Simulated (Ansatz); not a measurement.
## Eigenvalues along a path: Cd (hcp type)

```
CELL_PARAMETERS angstrom
2.35175 0.00000 0.00000
-1.17587 2.03667 0.00000
0.00000 0.00000 3.78306
ATOMIC_POSITIONS crystal
Cd 0.33333 0.66667 0.25000
Cd 0.66667 0.33333 0.75000
```

The base cell comes from a relaxation on PAW files under the same functional.

Level of theory: DFT with PBE, scalar-relativistic, in Ansatz 0.2.0; a Γ-centred 15×15×8 k mesh, Fermi–Dirac smearing of 0.08 eV, no spin polarisation. LAPW: all electrons, basis error target 1 meV/atom.

This run: volume at 0.4 of the series' base cell.

The structure type is held throughout; the real material can change phase at far lower pressure.

Path points, in fractions of the reciprocal vectors: Γ (0.000, 0.000, 0.000), M (0.500, 0.000, 0.000), K (0.333, 0.333, 0.000), A (0.000, 0.000, 0.500), L (0.500, 0.000, 0.500), H (0.333, 0.333, 0.500). Levels in eV from the Fermi level; bands 19 to 34, counted from the lowest band of the run. The gap is zero, the pressure 515.1 GPa.

```
# k(1/Å) point b19 b20 b21 b22 b23 b24 b25 b26 b27 b28 b29 b30 b31 b32 b33 b34
0.000 Γ -20.77 -20.33 -17.00 -16.96 -16.96 -16.32 -16.32 -15.64 -15.64 -13.06 -13.06 -9.34 0.40 9.17 12.01 12.68
0.386 - -20.10 -19.90 -17.63 -16.57 -16.44 -16.25 -16.24 -15.96 -15.85 -14.48 -12.90 -6.97 0.36 9.72 12.65 12.97
0.771 - -19.72 -18.99 -17.94 -17.42 -16.59 -16.58 -15.53 -15.08 -14.70 -14.60 -12.65 -3.05 0.37 6.59 11.17 11.34
1.157 - -20.34 -19.36 -19.18 -17.11 -16.09 -16.06 -15.62 -13.50 -13.12 -12.50 -11.35 -0.54 0.90 2.44 7.93 8.48
1.543 M -20.65 -19.86 -19.38 -17.31 -16.25 -15.75 -14.85 -12.77 -12.46 -12.39 -7.71 -4.49 3.12 3.28 6.53 6.93
1.765 - -20.42 -19.86 -19.19 -17.34 -16.30 -15.73 -15.26 -12.73 -12.61 -12.55 -7.27 -4.25 3.36 3.65 5.46 7.11
1.988 - -19.88 -19.80 -18.73 -17.37 -16.47 -16.12 -15.64 -13.08 -12.78 -12.75 -6.16 -3.69 3.09 4.13 4.67 7.54
2.210 - -19.92 -18.94 -18.35 -17.29 -17.03 -16.74 -15.40 -13.45 -12.98 -12.91 -4.65 -3.04 0.31 5.39 6.15 7.96
2.433 K -19.95 -18.31 -18.31 -17.57 -17.05 -17.05 -15.21 -13.33 -13.33 -12.97 -3.21 -2.22 -2.22 6.46 7.87 7.87
2.878 - -19.62 -18.88 -18.70 -17.44 -17.05 -16.28 -15.77 -14.31 -12.85 -12.69 -8.23 0.73 1.53 3.27 3.31 8.91
3.324 - -19.03 -18.77 -18.31 -17.93 -17.10 -16.54 -15.51 -15.38 -14.21 -12.91 -12.74 -1.68 0.61 6.64 6.93 10.79
3.769 - -19.88 -19.78 -17.78 -16.55 -16.33 -16.27 -16.23 -16.21 -15.60 -14.66 -12.88 -6.39 0.36 9.80 12.52 12.85
4.214 Γ -20.77 -20.33 -17.00 -16.96 -16.96 -16.32 -16.32 -15.64 -15.64 -13.06 -13.06 -9.34 0.40 9.17 12.01 12.68
4.422 - -20.56 -20.25 -17.07 -17.05 -17.05 -16.41 -16.41 -15.42 -15.42 -13.07 -13.07 -10.22 1.48 8.78 12.20 12.66
4.629 - -20.01 -20.00 -17.20 -17.18 -17.18 -16.64 -16.64 -14.91 -14.91 -13.15 -13.15 -12.12 3.92 8.27 11.23 13.56
4.837 - -19.68 -19.42 -17.22 -17.22 -17.00 -16.90 -16.90 -14.32 -14.32 -14.17 -13.38 -13.38 6.60 8.07 10.54 13.20
5.045 A -19.37 -19.37 -17.12 -17.12 -17.12 -17.12 -15.94 -15.94 -13.78 -13.78 -13.78 -13.78 7.97 7.97 11.42 11.42
5.430 - -18.78 -18.78 -17.76 -17.76 -16.70 -16.70 -16.35 -16.35 -13.84 -13.84 -12.89 -12.89 8.52 8.52 11.70 11.70
5.816 - -19.09 -19.09 -18.12 -18.12 -15.84 -15.84 -15.78 -15.78 -13.78 -13.78 -11.28 -11.28 8.58 8.58 9.98 9.98
6.202 - -19.94 -19.94 -18.74 -18.74 -15.30 -15.30 -13.97 -13.97 -13.07 -13.07 -9.12 -9.12 4.13 4.13 10.19 10.19
6.587 L -20.26 -20.26 -19.03 -19.03 -15.26 -15.26 -13.22 -13.22 -12.53 -12.53 -7.32 -7.32 1.31 1.31 10.29 10.29
6.810 - -20.09 -20.09 -18.90 -18.90 -15.54 -15.54 -13.47 -13.47 -12.73 -12.73 -6.57 -6.57 1.37 1.37 9.63 9.63
7.032 - -19.67 -19.67 -18.50 -18.50 -16.16 -16.16 -14.30 -14.30 -12.81 -12.81 -4.85 -4.85 1.50 1.50 7.13 7.13
7.255 - -19.21 -19.21 -18.07 -18.07 -16.65 -16.65 -15.11 -15.11 -12.89 -12.89 -2.77 -2.77 1.58 1.58 4.41 4.41
7.478 H -18.97 -18.97 -18.07 -18.07 -16.64 -16.64 -15.44 -15.44 -12.96 -12.96 -1.24 -1.24 1.11 1.11 3.13 3.13
7.923 - -19.36 -19.36 -17.82 -17.82 -16.56 -16.56 -15.57 -15.57 -12.58 -12.58 -5.89 -5.89 4.83 4.83 5.38 5.38
8.368 - -19.07 -19.07 -17.43 -17.43 -17.17 -17.17 -15.56 -15.56 -13.15 -13.15 -10.39 -10.39 8.63 8.63 10.10 10.10
8.814 - -18.58 -18.58 -17.95 -17.95 -16.70 -16.70 -16.32 -16.32 -13.84 -13.84 -12.66 -12.66 8.67 8.67 11.78 11.78
9.259 A -19.37 -19.37 -17.12 -17.12 -17.12 -17.12 -15.94 -15.94 -13.78 -13.78 -13.78 -13.78 7.97 7.97 11.42 11.42
```
